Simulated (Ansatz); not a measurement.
**⁹¹Zr nuclear quadrupole resonance in Ca7ZrN6**

Cell: a computed structure from the Materials Project (it need not be an observed phase).

Space group Ibam (No. 72); a = 6.3960, b = 11.7944, c = 13.0746 Å.

| site | Wyckoff | site symmetry | x | y | z |
| --- | --- | --- | --- | --- | --- |
| Ca1 | 8j | ..m | 0.7809 | 0.4579 | 0.5000 |
| Ca5 | 16k | 1 | 0.6128 | 0.2721 | 0.8787 |
| Ca13 | 4b | 222 | 0.5000 | 0.0000 | 0.2500 |
| Zr | 4a | 222 | 0.0000 | 0.0000 | 0.2500 |
| N17 | 16k | 1 | 0.2008 | 0.8914 | 0.1707 |
| N25 | 8j | ..m | 0.3790 | 0.8430 | 0.5000 |

One atom of each set is listed; the run and its k-mesh use a cell of 28 atoms with edges of 9.37, 9.37, 9.37 Å.

Level of theory: DFT, PBE, plane waves and PAW, scalar-relativistic, 420 eV cutoff, Γ-centred 5×5×5 k-points, Fermi–Dirac smearing 0.02 eV (Ansatz 0.2.0).

⁹¹Zr: I = 5/2, Q = -176.0 mb (year-2017 value). Static lattice, zero field.

**Question.** The simulated lines lie at 5.96, 11.8 MHz. What are |C_Q|, η and |V_zz| at Zr?

**Answer.** For I = 5/2 and η = 0 the lines are 3|C_Q|/20 and twice that; η pulls their ratio below 2. Here |C_Q| = 39.3 MHz, η = 0.10 and |V_zz| = 9.24 × 10²¹ V/m². The calculation gives V_zz positive; the lines don't show the sign. The site has 4 N at 2.09 Å.

Without spin–orbit coupling (the program notes it for Zr) the gradients can shift somewhat, as the gap is small.
